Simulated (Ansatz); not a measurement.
The start is a relaxed LiH cell deformed by the Cartesian strain tensor (xx, yy, zz, yz, xz, xy) = (-0.068, 0.042, -0.038, 0.111, -0.064, 0.010). Cell shape, volume and atoms are optimised at zero target pressure with r2SCAN (plane waves to 500 eV, PAW, scalar-relativistic; Ansatz, a first-principles code). The first steps use a coarse 9×11×10 k-mesh.

Input geometry:
```yaml
crystal:
  lattice:
    - [-0.10614, 2.30813, 2.14791]
    - [1.73936, 0.24233, 1.79944]
    - [1.88756, 2.10786, 0.09413]
  atoms:
    - { symbol: H, position: [0.00000, 0.00000, 0.00000] }
    - { symbol: Li, position: [0.50000, 0.50000, 0.50000] }
```

```json
{
 "initial_pressure": "+4.3 GPa (positive: the cell is compressed)",
 "energy_released": "0.10 eV/atom",
 "volume_change": "+8.9 %, from 7.38 to 8.03 Å³/atom",
 "relative_to_the_parent": "It returns to the parent structure, Fm-3m (No. 225)",
 "Shortest distances (start → end)": "The closest pairs of elements (up to four, under 3.6 Å), start → end: H–Li 1.87 → 2.00 Å; H–H 2.51 → 2.83 Å; Li–Li 2.51 → 2.83 Å",
 "band_gap_at_the_end": "3.63 eV, direct at X (no spin-orbit coupling)",
 "optimiser_moves": "6"
}
```

The end point of the relaxation:

```cif
data_H4Li4
_chemical_formula_sum 'H4 Li4'
_space_group_name_H-M_alt 'Fm-3m'
_space_group_IT_number 225
_space_group_name_Hall '-F 4 2 3'
_cell_length_a 4.00523
_cell_length_b 4.00523
_cell_length_c 4.00523
_cell_angle_alpha 90.000
_cell_angle_beta 90.000
_cell_angle_gamma 90.000
loop_
_atom_site_label
_atom_site_type_symbol
_atom_site_symmetry_multiplicity
_atom_site_Wyckoff_symbol
_atom_site_fract_x
_atom_site_fract_y
_atom_site_fract_z
_atom_site_occupancy
H1 H 4 a 0.00000 0.00000 0.00000 1
Li1 Li 4 b 0.50000 0.50000 0.50000 1
```
(The calculation used a cell of 2 atoms; values per cell refer to that cell.)

Final values are on a 14×14×14 k-mesh of the relaxed cell. No spin polarisation in the result.

The run could not lose the symmetry of its start.

All atoms sit on sites fixed by symmetry, so only the cell could relax.
